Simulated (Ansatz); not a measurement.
BN (zinc blende)

```
BN
1.0
    0.00000     1.81236     1.81236
    1.81236     0.00000     1.81236
    1.81236     1.81236     0.00000
N B
1 1
Direct
  0.75000   0.75000   0.75000
  0.00000   0.00000   0.00000
```

The atoms are displaced by Q × the pattern below (from a DFPT mode at Γ, largest move 1; Q in Å), at fixed cell. It is one choice among 3 degenerate patterns.

| atom | x | y | z |
|---|---|---|---|
| N1 | 0.000 | 0.000 | -0.772 |
| B2 | 0.000 | 0.000 | 1.000 |

Level of theory: PBE (plane waves to 420 eV, PAW, scalar-relativistic; Ansatz, a first-principles code). k mesh 16×16×16 (Γ-centred), Fermi-Dirac smearing 0.05 eV. Energies are smeared free energies. BN was relaxed with its symmetry unable to fall. The zero of ΔE is the undisplaced structure.

```
Q (Å)    ΔE (meV/cell)
-------  -------------
-0.2800           2188
-0.2333           1663
-0.1867           1145
-0.1400            680
-0.0933       withheld
-0.0467             80
0.0000               0
0.0467              80
0.0933        withheld
0.1400             680
0.1867            1145
0.2333            1663
0.2800            2188
```

Fit an even polynomial form (powers 2, 4, 6) to the given rows and predict ΔE at Q = -0.0933.

Least squares on the 11 given rows: ΔE = (37180)·Q² + (-129500)·Q⁴ + (143100)·Q⁶, in meV/cell with Q in Å; root-mean-square residual 0.2 meV/cell. At -0.0933 the fit gives 314 meV/cell; the calculation gives 314 meV/cell, the same to the digits shown. The quadratic term alone would give 324 meV/cell.

(A displaced cell: forces are minus the slopes of the energy, force constants its curvatures, and phonons follow from these.)
